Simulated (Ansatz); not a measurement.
The start is a generated trial cell of Hf in the dhcp structure type. The cell and all atomic positions are relaxed at zero pressure with r2SCAN (plane waves to 500 eV, PAW, scalar-relativistic; Ansatz, a first-principles code). The first steps use a coarse 12×12×4 k-mesh.

Initial structure:
```yaml
crystal:
  lattice:
    - [3.18216, 0.00000, 0.00000]
    - [-1.59108, 2.75583, 0.00000]
    - [0.00000, 0.00000, 10.23863]
  atoms:
    - { symbol: Hf, position: [0.00000, 0.00000, 0.00000] }
    - { symbol: Hf, position: [0.00000, 0.00000, 0.50000] }
    - { symbol: Hf, position: [0.33333, 0.66667, 0.25000] }
    - { symbol: Hf, position: [0.66667, 0.33333, 0.75000] }
```

- Outcome = The space group stays P6₃/mmc (No. 194) (the run could not lower it); the end is AFLOW prototype A_hP4_194_ac (A3', as in La), with 4 atoms in the primitive cell
- Energy released = under 0.01 eV/atom
- Optimiser moves = 4

Final values are on a 17×17×5 k-mesh of the relaxed cell. No spin polarisation in the result.

The run could not lose the symmetry of its start; a randomly shaken copy of 8 atoms returns to this structure.

All atoms sit on sites fixed by symmetry, so only the cell could relax.

The relaxed structure here is a generated cell of Hf: the first start was made by placing the elements on the sites of a structure type, and the end was not matched to a known phase here, so it may be hypothetical. A known form of Hf has the same space group; whether the sites agree was not checked.
